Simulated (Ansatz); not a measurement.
## CdF₂ under pressure: fit and missing row

CdF₂, Fm-3m, a = 5.388 Å. Ansatz: r2SCAN, PAW, 500 eV, Γ-centred 8×8×8 mesh on 3 atoms, Gaussian smearing 0.02 eV; no spin polarisation. Cell and atoms are relaxed at each pressure, and no other structure is tried, so the rows at high pressure may lie past a change of phase.

```tsv
V (Å³/atom)	P (GPa)
?	59.96
10.948	30.00
11.758	14.96
12.265	7.99
12.716	3.00
13.035	0.03
13.413	-2.99
```

Q: Take V0 = 13.035 Å³/atom, count pressures from its P0 = 0.03 GPa, fit the third-order Birch–Murnaghan form to the other rows, and predict the missing volume.

A: With the Eulerian strain f = ½[(V0/V)^(2/3) − 1] and y = (P − P0)/[3f(1 + 2f)^(5/2)], the form is the line y = B0 + 1.5 B0 (B0′ − 4) f. Rows (f, y): 0.06168, 121.1; 0.03558, 117.8; 0.02071, 115.8; 0.00833, 114.0; -0.00944, 111.8. Means f = 0.02337, y = 116.10; Σ(Δf)² = 0.002927, ΣΔfΔy = 0.3858; the slope is their ratio. y = 113.0 + 131.8 f GPa, so B0 = 113.0 GPa and B0′ = 4 + 2 × (131.8)/(3 × 113.0) = 4.78. P = 59.96 GPa is met at f = 0.10024 (y = 126.21), so V = V0 (1 + 2f)^(−3/2) = 9.910 Å³/atom. The run gave 9.904 Å³/atom, so the fit is 0.006 Å³/atom too high, a small miss on the scale of the series. The form still works here, 91 % of the fitted range beyond its end.